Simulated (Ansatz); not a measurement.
**C (diamond type) under strong compression**

```xyz
2
Lattice="0.0000 1.7659 1.7659 1.7659 0.0000 1.7659 1.7659 1.7659 0.0000" Properties=species:S:1:pos:R:3 pbc="T T T"
C    -0.4415   -0.4415   -0.4415
C     0.4415    0.4415    0.4415
```

The cell comes from a relaxation on PAW files under the same functional, begun from a prototype that needn't be the stable phase.

Its volume is scaled at fixed shape and fractional positions.

Computed with Ansatz 0.2.0; functional LDA, scalar-relativistic. Settings: a Γ-centred 20×20×20 k mesh, Fermi–Dirac smearing of 0.08 eV, no spin polarisation. Methods: LAPW: all electrons, basis error target 1 meV/atom; PAW: frozen-core files, cutoff 420 eV; crystal datasets: all electrons, by PAW datasets that the program makes for each cell; norm-conserving: pseudopotentials, cutoff 1116 eV; PAW (partial waves polarizable): frozen-core files, cutoff 420 eV.

Energies are extrapolated to zero smearing and count from the unscaled cell; pressure is positive in compression; gaps take the mesh and a band path. No temperature or zero-point motion is included.

The PAW files were made under PBE.

```tsv
V/V0	V (Å³/atom)	P LAPW (GPa)	ΔE LAPW (eV/atom)	P PAW − LAPW (GPa)	ΔE PAW − LAPW (meV/atom)	gap (eV)
1.00	5.51	0.13	0.000	-0.14	0.0	4.18
0.94	5.18	32.5	0.032	-0.19	-0.4	–
0.88	4.85	75.4	0.141	-0.22	-0.8	–
0.80	4.41	155.7	0.452	-0.27	-1.4	–
0.72	3.96	275.5	1.034	-0.34	-2.3	–
0.64	3.52	?	?	?	?	?
0.55	3.03	794.4	3.915	-0.41	-4.4	–
0.45	2.48	1485	7.698	-2.74	-8.4	6.88
```

**Question.** Fit the Vinet equation to the LAPW pressures shown (residuals weighted by 1/(|P| + 0.03·Pmax)), and predict the pressure of the withheld row.

**Answer.** The fit gives V0 = 5.51 Å³/atom, B0 = 459 GPa and B0′ = 3.83. At 3.52 Å³/atom, x = (V/V0)^(1/3) = 0.8616, and P = 3·B0·(1 − x)/x²·exp[1.5·(B0′ − 1)·(1 − x)] = 461.5 GPa. The run itself gave 458.3 GPa (+0.7 % off) and ΔE = 2.024 eV/atom.

**Question.** At the smallest volume, how far do crystal datasets and norm-conserving and PAW (partial waves polarizable) lie from LAPW in pressure?

**Answer.** crystal datasets: -0.01 GPa; norm-conserving: +13.09 GPa; PAW (partial waves polarizable): -2.75 GPa, on a LAPW pressure of 1485 GPa.

**Question.** How do the Löwdin populations by LAPW change from the unscaled cell to the last row?

**Answer.** C 2s 0.93 → 0.67, C 2p 3.07 → 3.35 electrons an atom. These are projections on the shells that the free atoms fill; 0.03 e a cell lies outside them at the start and 0.03 e at the end.
